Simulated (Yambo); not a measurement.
**Excitons in LiCl at +2 % isotropic strain**

```xyz
2
Lattice="0.0000 2.5820 2.5820 2.5820 0.0000 2.5820 2.5820 2.5820 0.0000" Properties=species:S:1:pos:R:3 pbc="T T T"
Li     0.0000     0.0000     0.0000
Cl     2.5820     2.5820     2.5820
```

The PBEsol cell relaxed from Materials Project entry mp-22905 was given an isotropic strain of +2 % on all lattice vectors, and the atoms were relaxed again.

BSE in Yambo on PBEsol (Quantum ESPRESSO, PseudoDojo norm-conserving, 74 Ry, without SOC) bands: 10×10×10 mesh, 3 valence and 1 conduction bands, static screening with 16 bands and a 4 Ry block, scissor 2.91 eV, Tamm-Dancoff; field along x.

```
state  energy (eV)  states within 2 meV  relative strength   class    main transitions
-----  -----------  -------------------  -----------------  ------  ------------------
1             8.17                    3               1.00  strong  several band pairs
2             8.60                    3               0.25  strong  several band pairs
3             8.81                    3             < 0.01    dark  several band pairs
4             8.82                    2             < 0.01    dark  several band pairs
5             8.89                    3             < 0.01    dark  several band pairs
6             8.90                    3               0.32  strong  several band pairs
```

These are vertical excitations (zero momentum). The direct quasiparticle gap on this mesh is 8.92 eV; counted from there, state 1 is bound by 0.76 eV. Convergence with the mesh was not shown.

Spin singlets only. Strengths are relative to the strongest of the lowest states of this run; strong means a line over 3 % of the spectrum's maximum, dark under 0.03 %. Absolute energies carry the error of the G0W0 scissor, whose convergence isn't established.
